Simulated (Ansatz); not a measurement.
The start is a generated cell, TiB2 built in the AlB2 structure type. Cell shape, volume and atoms are optimised at zero target pressure with PBE (plane waves to 420 eV, PAW, scalar-relativistic; Ansatz, a program for electronic structure). The first steps use a coarse 9×9×7 k-mesh.

Input geometry:
```
TiB2
1.0
    3.00055     0.00000     0.00000
   -1.50027     2.59855     0.00000
    0.00000     0.00000     3.24888
Ti B
1 2
Direct
  0.00000   0.00000   0.00000
  0.33333   0.66667   0.50000
  0.66667   0.33333   0.50000
```

- Initial pressure: +4 GPa (positive: the cell is compressed)
- Outcome: The space group stays P6/mmm (No. 191) (the run could not lower it); the end is AFLOW prototype AB2_hP3_191_a_d (C32, as in AlB2), with 3 atoms in the primitive cell
- Energy released: under 0.01 eV/atom
- Volume change: +1.3 %, from 8.44 to 8.56 Å³/atom
- Shortest distances (start → end): The closest pairs of elements (up to four, under 3.6 Å), start → end: B–B 1.73 → 1.75 Å; B–Ti 2.37 → 2.38 Å; Ti–Ti 3.00 → 3.03 Å
- Band gap at the end: zero (metallic)
- Optimiser moves: 6

Relaxed structure:

```cif
data_B2Ti
_chemical_formula_sum 'Ti1 B2'
_space_group_name_H-M_alt 'P6/mmm'
_space_group_IT_number 191
_space_group_name_Hall '-P 6 2'
_cell_length_a 3.03190
_cell_length_b 3.03190
_cell_length_c 3.22434
_cell_angle_alpha 90.000
_cell_angle_beta 90.000
_cell_angle_gamma 120.000
loop_
_atom_site_label
_atom_site_type_symbol
_atom_site_symmetry_multiplicity
_atom_site_Wyckoff_symbol
_atom_site_fract_x
_atom_site_fract_y
_atom_site_fract_z
_atom_site_occupancy
Ti1 Ti 1 a 0.00000 0.00000 0.00000 1
B1 B 2 d 0.33333 0.66667 0.50000 1
```

Final values are on a 18×18×14 k-mesh of the relaxed cell. No spin polarisation in the result.

The run could not lose the symmetry of its start.

All atoms sit on sites fixed by symmetry, so only the cell could relax.
